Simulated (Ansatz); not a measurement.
Steps from a short run of molecular dynamics on a 2×2×1 supercell (16 atoms) of MgCdS2 (ordering on rocksalt), relaxed with r2SCAN; forces from r2SCAN in the plane-wave code Ansatz, 2×2×2 mesh, Fermi-Dirac smearing of 0.146 eV, a Langevin thermostat at fixed volume, set at 1700 K. Classical nuclei, no spin polarisation; a few dozen steps show the first response, not equilibrium. The structure comes from a prototype and may be hypothetical.

Cell vectors in Å:
```
7.5660 0.0000 0.0000
0.0000 7.5660 0.0000
0.0000 0.0000 5.3524
```

Q: At 2 fs the positions in Å are
```
Mg   0.014   0.021   0.020
S    0.003   0.012   2.692
Cd   1.887   1.888   2.685
S    1.900   1.899  -0.002
Mg   0.014   3.762   0.005
S   -0.014   3.765   2.669
Cd   1.897   5.681   2.660
S    1.872   5.679   0.007
Mg   3.783  -0.025  -0.003
S    3.795  -0.007   2.655
Cd   5.676   1.899   2.677
S    5.659   1.908  -0.020
Mg   3.771   3.803  -0.008
S    3.782   3.780   2.692
Cd   5.672   5.660   2.681
S    5.675   5.678  -0.008
```
What are the forces, and how far does the free energy (smearing included) lie above that of step 0, with the atoms on their sites?

A: 0.9 meV an atom; forces in eV/Å:
```
Mg  -0.092  -0.021  -0.030
S    0.014  -0.098  -0.053
Cd   0.063  -0.003  -0.035
S   -0.018  -0.033   0.046
Mg  -0.085   0.039  -0.025
S    0.112   0.147   0.003
Cd  -0.055  -0.036   0.083
S    0.045  -0.012  -0.106
Mg   0.053   0.076  -0.015
S   -0.045   0.016   0.054
Cd  -0.049  -0.064  -0.069
S    0.050  -0.070   0.150
Mg   0.062  -0.045   0.035
S   -0.116   0.038  -0.072
Cd   0.056   0.053  -0.042
S    0.005   0.012   0.078
```

Q: At 6 fs the positions in Å are
```
Mg   0.047   0.058   0.056
S    0.013   0.037   2.723
Cd   1.875   1.880   2.698
S    1.916   1.917  -0.003
Mg   0.046   3.722   0.018
S   -0.038   3.738   2.651
Cd   1.907   5.692   2.621
S    1.840   5.686   0.018
Mg   3.777  -0.064  -0.001
S    3.823  -0.019   2.610
Cd   5.685   1.919   2.678
S    5.622   1.942  -0.064
Mg   3.753   3.844  -0.020
S    3.775   3.782   2.720
Cd   5.667   5.635   2.690
S    5.679   5.681  -0.032
```
What are the forces, and how far does the free energy (smearing included) lie above that of step 0, with the atoms on their sites?

A: 8.2 meV an atom; forces in eV/Å:
```
Mg  -0.284  -0.055  -0.088
S    0.046  -0.284  -0.156
Cd   0.224   0.018  -0.078
S   -0.051  -0.117   0.102
Mg  -0.280   0.125  -0.083
S    0.316   0.399   0.007
Cd  -0.120  -0.063   0.281
S    0.115  -0.015  -0.333
Mg   0.181   0.198  -0.077
S   -0.136   0.065   0.175
Cd  -0.198  -0.215  -0.211
S    0.184  -0.201   0.462
Mg   0.187  -0.134   0.088
S   -0.328   0.070  -0.219
Cd   0.141   0.146  -0.138
S    0.004   0.062   0.267
```

Q: At 12 fs the positions in Å are
```
Mg   0.103   0.109   0.120
S    0.025   0.074   2.763
Cd   1.857   1.874   2.706
S    1.933   1.945  -0.005
Mg   0.093   3.660   0.029
S   -0.062   3.698   2.623
Cd   1.917   5.698   2.561
S    1.790   5.691   0.040
Mg   3.769  -0.107   0.001
S    3.852  -0.054   2.537
Cd   5.699   1.947   2.677
S    5.553   2.001  -0.119
Mg   3.718   3.897  -0.027
S    3.786   3.793   2.759
Cd   5.658   5.604   2.705
S    5.679   5.665  -0.076
```
What are the forces, and how far does the free energy (smearing included) lie above that of step 0, with the atoms on their sites?

A: 33.3 meV an atom; forces in eV/Å:
```
Mg  -0.554  -0.152  -0.207
S    0.052  -0.536  -0.255
Cd   0.515   0.088  -0.102
S   -0.043  -0.297   0.150
Mg  -0.619   0.314  -0.158
S    0.636   0.775   0.004
Cd  -0.155  -0.094   0.662
S    0.199   0.010  -0.754
Mg   0.372   0.293  -0.205
S   -0.246   0.270   0.395
Cd  -0.488  -0.502  -0.381
S    0.406  -0.462   0.864
Mg   0.387  -0.209   0.142
S   -0.753   0.000  -0.438
Cd   0.290   0.254  -0.327
S    0.001   0.248   0.609
```

Q: At 20 fs the positions in Å are
```
Mg   0.189   0.180   0.182
S    0.033   0.081   2.826
Cd   1.851   1.862   2.714
S    1.954   1.980   0.000
Mg   0.150   3.581   0.027
S   -0.078   3.669   2.584
Cd   1.922   5.688   2.490
S    1.713   5.706   0.055
Mg   3.739  -0.159  -0.009
S    3.921  -0.076   2.464
Cd   5.711   1.980   2.672
S    5.442   2.069  -0.179
Mg   3.698   3.948  -0.049
S    3.805   3.826   2.797
Cd   5.654   5.559   2.720
S    5.705   5.641  -0.103
```
What are the forces, and how far does the free energy (smearing included) lie above that of step 0, with the atoms on their sites?

A: 82.9 meV an atom; forces in eV/Å:
```
Mg  -0.901  -0.377  -0.272
S    0.180  -0.534  -0.408
Cd   0.722   0.114  -0.103
S    0.093  -0.550   0.162
Mg  -1.173   0.708  -0.217
S    1.026   0.929   0.026
Cd  -0.068  -0.026   1.156
S    0.462  -0.027  -1.234
Mg   0.678   0.348  -0.343
S   -0.568   0.426   0.610
Cd  -0.732  -0.880  -0.543
S    0.778  -0.746   1.251
Mg   0.549  -0.156   0.263
S   -1.372  -0.167  -0.719
Cd   0.505   0.494  -0.481
S   -0.178   0.444   0.851
```

Q: At 24 fs the positions in Å are
```
Mg   0.222   0.199   0.205
S    0.038   0.072   2.860
Cd   1.850   1.848   2.713
S    1.975   1.994   0.000
Mg   0.170   3.541   0.036
S   -0.072   3.655   2.566
Cd   1.922   5.680   2.460
S    1.669   5.714   0.051
Mg   3.728  -0.177  -0.015
S    3.970  -0.078   2.436
Cd   5.719   1.999   2.667
S    5.388   2.099  -0.198
Mg   3.703   3.965  -0.064
S    3.819   3.841   2.818
Cd   5.655   5.529   2.724
S    5.719   5.634  -0.112
```
What are the forces, and how far does the free energy (smearing included) lie above that of step 0, with the atoms on their sites?

A: 111.0 meV an atom; forces in eV/Å:
```
Mg  -1.003  -0.439  -0.279
S    0.241  -0.465  -0.505
Cd   0.803   0.109  -0.090
S    0.095  -0.689   0.181
Mg  -1.378   0.899  -0.274
S    1.157   0.962   0.067
Cd   0.025   0.011   1.319
S    0.663  -0.076  -1.330
Mg   0.776   0.359  -0.390
S   -0.772   0.445   0.666
Cd  -0.827  -1.072  -0.557
S    1.027  -0.899   1.334
Mg   0.522  -0.068   0.362
S   -1.701  -0.243  -0.908
Cd   0.634   0.661  -0.539
S   -0.261   0.506   0.942
```

Q: At 36 fs the positions in Å are
```
Mg   0.284   0.228   0.265
S    0.064   0.022   2.930
Cd   1.839   1.803   2.692
S    2.065   2.019   0.024
Mg   0.189   3.472   0.072
S   -0.014   3.693   2.523
Cd   1.940   5.661   2.388
S    1.562   5.731  -0.012
Mg   3.737  -0.208  -0.062
S    4.050  -0.039   2.373
Cd   5.746   2.051   2.656
S    5.274   2.129  -0.238
Mg   3.737   3.972  -0.085
S    3.769   3.861   2.843
Cd   5.686   5.467   2.730
S    5.757   5.627  -0.082
```
What are the forces, and how far does the free energy (smearing included) lie above that of step 0, with the atoms on their sites?

A: 155.7 meV an atom; forces in eV/Å:
```
Mg  -1.025  -0.474  -0.310
S    0.146  -0.028  -0.727
Cd   0.969   0.118   0.130
S   -0.523  -0.874   0.024
Mg  -1.359   1.107  -0.520
S    0.858   0.399   0.322
Cd   0.154   0.174   1.245
S    1.273  -0.191  -1.015
Mg   0.777   0.349  -0.387
S   -0.861   0.180   0.811
Cd  -0.787  -1.165  -0.538
S    1.806  -1.195   1.334
Mg   0.247   0.361   0.539
S   -1.468  -0.155  -1.159
Cd   0.365   0.942  -0.415
S   -0.571   0.451   0.667
```
